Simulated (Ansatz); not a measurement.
What settings do to one calculation: Zr started on a Li site in rocksalt LiH, 16 atoms, charge +3

Ansatz (PAW, plane waves), atoms fixed. The base input:

```yaml
crystal:
  lattice:
    - [0.000000, 3.979968, 3.979968]
    - [3.979968, 0.000000, 3.979968]
    - [3.979968, 3.979968, 0.000000]
  atoms:
    - { symbol: H, position: [0.744868, 0.244913, 0.254312] }
    - { symbol: H, position: [0.250748, 0.749962, 0.755898] }
    - { symbol: H, position: [0.242605, 0.754814, 0.255316] }
    - { symbol: H, position: [0.756145, 0.243950, 0.749923] }
    - { symbol: H, position: [0.259876, 0.244207, 0.749043] }
    - { symbol: H, position: [0.749753, 0.739582, 0.250538] }
    - { symbol: H, position: [0.252028, 0.250917, 0.241599] }
    - { symbol: H, position: [0.736917, 0.751072, 0.752375] }
    - { symbol: Li, position: [0.996341, 0.003301, 0.001857] }
    - { symbol: Li, position: [0.992799, 0.004896, 0.501711] }
    - { symbol: Li, position: [0.499456, 0.504002, 0.996997] }
    - { symbol: Li, position: [0.006128, 0.499281, 0.993823] }
    - { symbol: Li, position: [0.498764, 0.999719, 0.500949] }
    - { symbol: Li, position: [0.505571, 0.001484, 0.995343] }
    - { symbol: Li, position: [0.995066, 0.499311, 0.504420] }
    - { symbol: Zr, position: [0.499808, 0.501342, 0.499453] }
kpoints:
  mp_grid: { grid: [2, 2, 2], shift: [0.5, 0.5, 0.5] }
hamiltonian:
  xc: pbesol
total_charge: 3
scf:
  occupations: { method: fermi_dirac, width: 0.01 }
output:
  forces: true
  eigenvalues: true
  populations: true
  charged_corrections: { epsilon: 12.9 }
```

Command:

```sh
ansatz run in.yaml --threads 8 --pin off --max-ram 13300MiB --runs-dir r --events-out ev --progress --plain
```

It converged in 10 iterations and 0.6 s of wall time on a shared host; largest force component 0.51 eV/Å. The cutoff was the default, 420 eV. The base isn't a converged reference: it has few k points, and its atoms are unrelaxed. Each run below changes the keys shown and caps the iterations.

```tsv
run	changed	ending	iterations	free energy less the base (meV per atom)	rms change of forces (eV/Å)	change of pressure (GPa)	wall time (s, shared host)
1	n_extra_bands 60, max_iter 90	converged	10	0.0	0.000	–	0.6 CPU
2	mixing beta 0.6, mixing algorithm anderson, ecutwfc 650 eV, max_iter 60	converged	9	-0.8	0.001	–	0.7 CPU
3	mixing algorithm broyden, width 0.001 eV, max_iter 90	converged	9	0.0	0.000	–	0.6 CPU
4	mixing algorithm broyden, max_iter 70	converged	11	0.0	0.000	–	0.5 CPU
5	occupations cold, max_iter 60	converged	8	0.0	0.000	–	0.5 CPU
6	dispersion d3bjatm, mixing beta 1.0, dr2_threshold 0.0001, max_iter 100	converged	8	other zero	0.001	–	0.7 CPU
```

«Other zero»: another functional, charge or dispersion term moves the zero of energy, so the difference says nothing of accuracy.

Q: Which changes leave the result alone, and which of the same physical model moves the forces most?

A: The forces move by under 0.002 eV/Å in runs 1, 2, 3, 4, 5. Among the runs with the same functional, charge and dispersion term, none moves them by over 0.01 eV/Å.
